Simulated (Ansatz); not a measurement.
Y:
```
Y
1.0
    0.00000     3.45652     3.45652
    3.45652     0.00000     3.45652
    3.45652     3.45652     0.00000
Y
2
Direct
  0.00000   0.00000   0.00000
  0.25000   0.25000   0.25000
```

Relaxed with r²SCAN. Special points in fractions of this cell's reciprocal vectors: Γ (0.000, 0.000, 0.000); X (0.500, 0.000, 0.500); U (0.625, 0.250, 0.625); K (0.375, 0.375, 0.750); L (0.500, 0.500, 0.500); W (0.500, 0.250, 0.750).

Task: List the band energies nearest the Fermi level at these points for the program Ansatz at the r²SCAN level (PAW).

Result: In eV from the Fermi level; about four levels below and three above (degenerate sets whole), none deeper than 8.9 eV; points with the same levels are listed once.

| k | below | above |
|---|---|---|
| Γ | -3.92 -0.15 -0.15 | 0.62 0.62 0.62 |
| X | -1.22 -1.22 | 0.17 0.17 0.78 0.78 |
| U | -1.27 -0.97 -0.24 | 0.27 0.43 1.54 |
| L | -1.67 -0.85 -0.16 -0.16 | 0.65 0.65 0.88 |
| W | -1.16 -1.16 | 0.12 0.12 1.05 1.05 |

Space group Fd-3m (diamond). The start of the workflow was typed in or built on a structure type; neither database checked (COD, Materials Project) lists it. It is not the phase usual at ambient conditions (space group No. 194). The cell was relaxed with r²SCAN under the symmetry of its start. At this level the phase is mechanically unstable. No spin polarisation was allowed. The volume moved by -21 % from the start of the relaxation. Scalar-relativistic: spin–orbit coupling is off unless named, which matters more the heavier the elements.

Potentials: the earlier of the program's two PAW sets.
